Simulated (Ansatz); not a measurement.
SnSe:
```xyz
4
Lattice="4.1597 0.0000 0.0000 0.0000 4.5455 0.0000 0.0000 0.0000 32.0000" Properties=species:S:1:pos:R:3 pbc="T T F"
Sn     0.0000     4.4911    14.5368
Sn     2.0799     2.2183    17.4632
Se     0.0000     4.0805    17.2015
Se     2.0799     1.8077    14.7985
```
Free-standing layer in the xy plane with vacuum along z and no interaction between images.

In-plane strain on the r²SCAN+D4-relaxed layer, atoms relaxed; r²SCAN+D4 (plane waves, PAW; program Ansatz). Strained cells keep their symmetry and size, so buckling under compression is not allowed; words on stability below refer to the unstrained layer.

```
strain x / y (%)  ΔE (meV/atom)  tension xx (N/m)  tension yy (N/m)  thickness (Å)
----------------  -------------  ----------------  ----------------  -------------
-4 / -4                       ?                 ?                 ?              ?
-2 / -2                     6.0             -1.30             -0.86           3.02
-1 / 0                        ?                 ?                 ?              ?
0 / -1                      0.3             -0.19             -0.19           2.94
0 / 0                       0.0              0.00              0.00           2.93
0 / 1                       0.2              0.18              0.17           2.92
1 / 0                       0.6              0.39              0.18           2.91
2 / 2                       5.0              1.02              0.58           2.89
4 / 4                      18.5              1.78              0.98           2.86
```

Problem. Some entries are withheld; supply them.

Solution. 
- -4 / -4, ΔE (meV/atom): 24.7
- -4 / -4, tension xx (N/m): -2.60
- -4 / -4, tension yy (N/m): -1.75
- -4 / -4, thickness (Å): 3.22
- -1 / 0, ΔE (meV/atom): 0.6
- -1 / 0, tension xx (N/m): -0.40
- -1 / 0, tension yy (N/m): -0.19
- -1 / 0, thickness (Å): 2.95

Space group Pmn2_1 (puckered). A layer that has been made, often on a substrate. Symmetry was held in the r²SCAN+D4 relaxation; whether a distortion lowers the energy is not shown. Scalar-relativistic: spin–orbit coupling is off unless named, which matters more the heavier the elements.

Potentials: the later of the program's two PAW sets.
